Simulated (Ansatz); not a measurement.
Ansatz (a first-principles code) input:

Ansatz 0.2 input:
```yaml
crystal:
  lattice:
    - [3.326938974, 0.0, 0.0]
    - [-1.663469487, 2.8812136683, 0.0]
    - [0.0, 0.0, 5.7827013182]
  atoms:
    - { symbol: Ta, position: [0.0, 0.0, 0.0] }
    - { symbol: S, position: [0.3333333333, 0.6666666667, 0.2673449431] }
    - { symbol: S, position: [0.6666666667, 0.3333333333, 0.7326550569] }
kpoints:
  mp_grid: { grid: [14, 14, 7] }
hamiltonian:
  xc: pbe
  dispersion: d3bj
  pseudopotentials: { kind: paw }
scf:
  occupations: { method: fermi_dirac, width: 0.1 }
phonons:
  method: dfpt
  response_accuracy: low
  eigenvectors: true
  rigid_motions: translations
```

Output (shortened):

```
Pseudopotential: Ta, paw, valence charge 13
Pseudopotential: S, paw, valence charge 6
Functional definition: PBE
Crystal: 3 atoms, lattice volume = 55.431 Å³
Basis set: ecut = 420 eV, 1111 PW (Γ), exchange–correlation on 48×48×80 points (8 copies of the dense FFT grid, shifted against one another)
Bands: 17, of which v1, the nominal top of the filled ones, is band 13 counted from 1 (12 counted from 0)
Symmetry: 12 space group operations
k-points: 372 of 1372 (irreducible under 2 space group operations, time reversal used)
SCF iter   1: F=—  HF=-11740.718589 eV  |F-HF|=—  |Δ(HF+E_count)|=         —  Δρ=1.78e-3  dr2=3.18e-3  ethr=1.77e-3  ⟨swp⟩=5.2  Hψ=34587  notcnv=0
preconditioner: auto → Kerker (q_TF=auto, 2.389 Å⁻¹)
SCF iter   2: F=—  HF=-11740.717631 eV  |F-HF|=—  |Δ(HF+E_count)|=   9.58e-4  Δρ=9.90e-4  dr2=8.37e-4  ethr=1.27e-5  ⟨swp⟩=1.9  Hψ=11159  notcnv=0
SCF iter   3: F=—  HF=-11740.717929 eV  |F-HF|=—  |Δ(HF+E_count)|=   2.97e-4  Δρ=2.75e-4  dr2=1.88e-4  ethr=3.35e-6  ⟨swp⟩=2.0  Hψ=8786  notcnv=0
SCF iter   4: F=—  HF=-11740.717906 eV  |F-HF|=—  |Δ(HF+E_count)|=   2.22e-5  Δρ=1.09e-4  dr2=2.56e-5  ethr=7.51e-7  ⟨swp⟩=1.3  Hψ=7115  notcnv=0
SCF iter   5: F=—  HF=-11740.717907 eV  |F-HF|=—  |Δ(HF+E_count)|=   4.91e-7  Δρ=4.28e-5  dr2=1.13e-6  ethr=1.03e-7  ⟨swp⟩=2.1  Hψ=8526  notcnv=0
SCF iter   6: F=—  HF=-11740.717908 eV  |F-HF|=—  |Δ(HF+E_count)|=   1.42e-6  Δρ=1.03e-5  dr2=8.29e-8  ethr=4.54e-9  ⟨swp⟩=2.0  Hψ=9320  notcnv=0
SCF iter   7: F=—  HF=-11740.717908 eV  |F-HF|=—  |Δ(HF+E_count)|=   1.07e-7  Δρ=2.72e-6  dr2=7.89e-9  ethr=3.31e-10  ⟨swp⟩=2.0  Hψ=9349  notcnv=0
SCF iter   8: F=—  HF=-11740.717908 eV  |F-HF|=—  |Δ(HF+E_count)|=   5.29e-9  Δρ=5.21e-7  dr2=1.54e-10  ethr=3.15e-11  ⟨swp⟩=2.0  Hψ=9155  notcnv=0
SCF iter  10: F=-11740.717908 eV  HF=-11740.717908 eV  |F-HF|=0.00e0  |Δ(HF+E_count)|=  7.28e-12  Δρ=1.86e-8  dr2=2.74e-13  ethr=1.00e-12  ⟨swp⟩=5.5  Hψ=25338  notcnv=0
SCF 1 converged in 10 iterations: F = -11740.717908 eV  dr2 = 2.74e-13
DFPT response loops at Γ: preconditioner auto → Kerker (q_TF=auto, 2.389 Å⁻¹) (partly filled bands, converged f_vac=0.004) …
SCF converged after 10 iterations
Free energy (F): -11740.717908 eV
Harris-Foulkes:  -11740.717908 eV  (|F-HF|=0.00e0)
Internal energy: -11740.674522 eV  (E = F + TS)
E sigma→0 (E₀):  -11740.696215 eV
Entropy (-TS):   -0.043386 eV (-14.462 meV/atom)
Fermi energy:    11.120270 eV
--- Per-component energies (eV) ---
  E_band       = -172.942034
  E_kinetic    = 581.209449
  E_local      = -1284.748752  (includes V_loc(G=0)·N_el)
  E_nonlocal   = 71.303627
  E_hartree    = 481.336707
  E_xc         = -413.713696
  E_vxc        = -380.326867  (∫ρ·V_xc dr)
  E_paw        = -9597.278693  (= ΣΔE_a)
  E_vpaw       = -123.053060  (= ΣTr[D̂ρ^β])
  E_aug_tail   = 0.000163  (compensation charges beyond the density's cutoff)
  E_ewald      = -1577.503124
  E_disp       = -1.280202  (pairwise vdW)
  E_smearing   = -0.043386  (= −TS)
  E_closure    = 0.000000  (closes the sum)
  Σ components = -11740.717908   (vs F -11740.717908, Δ=0.00e0)
  [band-id]    e_kinetic+e_local+e_nonlocal+2·e_hartree+e_vxc+e_vpaw+e_augmentation_tail = -172.942027   (vs E_band -172.942034, Δ=7.15e-6)
--- Band table (eV; the first three rows and the last of 372) ---
  k-point 0: bands = ["-57.6063", "-24.0814", "-24.0425", "-24.0425", "-3.9457", "-1.8901", "3.9790", "7.3331", "7.3331", "10.0351", "10.5399", "10.5399", "11.0767", "11.3375", "11.3375", "14.8158", "14.8158"]
  k-point 1: bands = ["-57.6063", "-24.0814", "-24.0425", "-24.0425", "-3.8862", "-2.0128", "4.1985", "7.3428", "7.3428", "9.3834", "10.4941", "10.4941", "11.3297", "11.3297", "11.5150", "14.9200", "14.9200"]
  k-point 2: bands = ["-57.6063", "-24.0815", "-24.0425", "-24.0425", "-3.7235", "-2.3076", "4.7743", "7.3650", "7.3650", "8.3425", "10.3950", "10.3950", "11.3120", "11.3120", "11.9755", "15.1619", "15.1619"]
  k-point 371: bands = ["-57.5921", "-24.2966", "-24.1702", "-24.0207", "-1.9293", "-1.8500", "5.1799", "5.9472", "6.6052", "7.1042", "7.2650", "8.2396", "12.0026", "12.4736", "14.1206", "14.7918", "16.6064"]
--- Phonons (Γ-DFPT): 4 representative perturbations + reference, on 372 of 1372 k-points (Σ response iterations 12) ---
  ASR residual: 7.042e-4 → 0.000e0 eV/Å²; symmetrization residual: 2.403e-5 eV/Å²
  pairwise dispersion correction: d3bj (s6 = 1.0, s8 = 0.7875, a1 = 0.4289, a2_bohr = 4.4407), with the weights of each atom's references fixed at the …
  ASR residual per site (eV/Å²): 7.04e-4 1.65e-4 1.65e-4
  Γ frequencies (cm⁻¹): 0.00 0.00 0.00 223.93 223.93 265.86 265.86 372.66 375.65
  non-analytic LO–TO correction: not included (Born effective charges unavailable; polar crystals: no LO–TO splitting at Γ)
```

Cost: about 2.3 core-minutes (a rough figure) on shared cores.

Space group P-3m1 (CdI2 type). This is a known high-temperature phase of the composition, computed here at zero pressure and temperature. The PBE+D3(BJ) relaxation kept the symmetry of its start; its stability against distortions is not shown here. No spin polarisation was allowed. With an odd number of electrons in the cell and no spin polarisation, the count alone makes it a metal. As this level gives no gap, phonon frequencies hold no LO–TO term and depend on the k-mesh and smearing (Fermi–Dirac, 0.1 eV here). Spin–orbit coupling is left out wherever it is not named.

Potentials: the later of the program's two PAW sets.

Ansatz is a plane-wave DFT program.
